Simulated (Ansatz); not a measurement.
Space group P6/mmm (No. 191). a = 6.288 Å, b = 6.288 Å, c = 5.131 Å, α = 90.00°, β = 90.00°, γ = 120.00°
| atom | site | symmetry | x | y | z |
| --- | --- | --- | --- | --- | --- |
| Sr | 1a | 6/mmm | 0.0000 | 0.0000 | 0.0000 |
| In | 3g | mmm | 0.0000 | 0.5000 | 0.5000 |
| In | 2c | -6m2 | 0.6667 | 0.3333 | 0.0000 |

Equation of state of this SrIn5 structure (not necessarily the ground state), with shape and atoms relaxed at each volume where symmetry leaves them free. It has no gap at any of these volumes. Method: DFT r2SCAN, scalar-relativistic, plane waves, PAW (Ansatz).

Settings: cutoff 500 eV, Γ-centred mesh 6×6×8 on the computed 6-atom cell, Gaussian smearing of 0.10 eV; no spin polarisation.

```json
{"V (Å³/atom)": "27.528", "E − E(largest V) (meV/atom)": "3.27", "P (GPa)": "2.82"}
{"V (Å³/atom)": "28.406", "E − E(largest V) (meV/atom)": "-7.84", "P (GPa)": "1.30"}
{"V (Å³/atom)": "29.285", "E − E(largest V) (meV/atom)": "-11.26", "P (GPa)": "0.02"}
{"V (Å³/atom)": "30.163", "E − E(largest V) (meV/atom)": "-8.29", "P (GPa)": "-1.04"}
{"V (Å³/atom)": "31.042", "E − E(largest V) (meV/atom)": "0.00", "P (GPa)": "-1.93"}
```

Fit a third-order Birch–Murnaghan equation to E(V).

V0 = 29.29 Å³/atom, B0 = 39 GPa, B0' = 5.1.

Cost: 5 runs of about 12 core-minutes in all, on Arm Neoverse V1 (shared hosts).